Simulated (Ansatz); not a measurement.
C:
```xyz
4
Lattice="2.4664 0.0000 0.0000 -1.2332 2.1360 0.0000 0.0000 0.0000 8.6630" Properties=species:S:1:pos:R:3 pbc="T T T"
C      0.0000     0.0000     2.1657
C      0.0000     0.0000     6.4972
C      0.0000     1.4240     2.1657
C      1.2332     0.7120     6.4972
```

Relaxed with PBE. Special points in fractions of this cell's reciprocal vectors: Γ (0.000, 0.000, 0.000); M (0.500, 0.000, 0.000); K (0.333, 0.333, 0.000); A (0.000, 0.000, 0.500); L (0.500, 0.000, 0.500); H (0.333, 0.333, 0.500).

Q: List the band energies nearest the Fermi level at these points for PBE in the plane-wave PAW code Ansatz.

A: In eV from the Fermi level; about four levels below and three above (degenerate sets whole), none deeper than 8.9 eV; … stands for higher levels left out; points with the same levels are listed once.

| k | below | above |
|---|---|---|
| Γ | -3.06 -3.06 -3.06 -3.06 | 3.03 6.19 … |
| M | -6.44 -6.44 -2.44 -2.31 | 1.59 1.77 7.34 |
| K | -0.12 -0.01 -0.01 | 0.11 10.65 10.65 |
| A | -3.06 -3.06 -3.06 -3.06 | 4.23 4.23 … |
| L | -6.44 -6.44 -2.37 -2.37 | 1.67 1.67 7.36 7.36 |
| H | -0.01 -0.01 -0.01 -0.01 | 10.42 10.42 … |

Space group P6_3/mmc (graphite). Symmetry was held in the PBE relaxation. The volume lies over 15 % above that of the usual cell of this phase: another minimum, or an error of the functional. A crystal of weakly bound layers computed without a dispersion correction: the cell and the soft elastic constants depend strongly on that. The Fermi level of a semimetal is unsure by some 0.05 eV on such meshes.

Potentials: the later of the program's two PAW sets.
